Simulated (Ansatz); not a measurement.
LaPd₂:
```cif
data_La2Pd4
_chemical_formula_sum 'La2 Pd4'
_space_group_name_H-M_alt 'I4/mmm'
_space_group_IT_number 139
_space_group_name_Hall '-I 4 2'
_cell_length_a 4.00091
_cell_length_b 4.00091
_cell_length_c 8.91609
_cell_angle_alpha 90.000
_cell_angle_beta 90.000
_cell_angle_gamma 90.000
loop_
_atom_site_label
_atom_site_type_symbol
_atom_site_symmetry_multiplicity
_atom_site_Wyckoff_symbol
_atom_site_fract_x
_atom_site_fract_y
_atom_site_fract_z
_atom_site_occupancy
La1 La 2 a 0.00000 0.00000 0.00000 1
Pd1 Pd 4 d 0.00000 0.50000 0.25000 1
```
(The calculation used a cell of 3 atoms; values per cell refer to that cell.)

Relaxed at zero pressure with DFT-PBE in the program Ansatz with PAW potentials.

Q: The volume is lowered by 3 % and shape and atoms relax at that volume. What pressure results, and how do the axes share the change?

A: 2.5 GPa; a -1.2 %, b -1.2 %, c -0.7 %; the energy rises by 5 meV/atom.

Q: Give the new structure.

A: 
Space group I4/mmm (No. 139); a = 3.9542 Å, b = 3.9542 Å, c = 8.8542 Å, α = 90.00°, β = 90.00°, γ = 90.00°

| atom | site | symmetry | x | y | z |
|---|---|---|---|---|---|
| La | 2a | 4/mmm | 0.0000 | 0.0000 | 0.0000 |
| Pd | 4d | -4m2 | 0.0000 | 0.5000 | 0.2500 |

The phase is kept; no other phase was compared at this pressure.

The workflow started from an entry of the Crystallography Open Database (COD). Whether it is the stable phase at ambient conditions was not checked. Symmetry was held in the PBE relaxation; whether a distortion lowers the energy is not shown. The run is not spin-polarised. The volume moved by -17 % from the start of the relaxation. The volume fell by over 15 % from the filed cell, which may lack light atoms or belong to other conditions. Axis ratios of metals converge slowly with the k-mesh, so a and c are less sure than the volume. Spin–orbit coupling is left out wherever it is not named.

Potentials: the later of the program's two PAW sets.
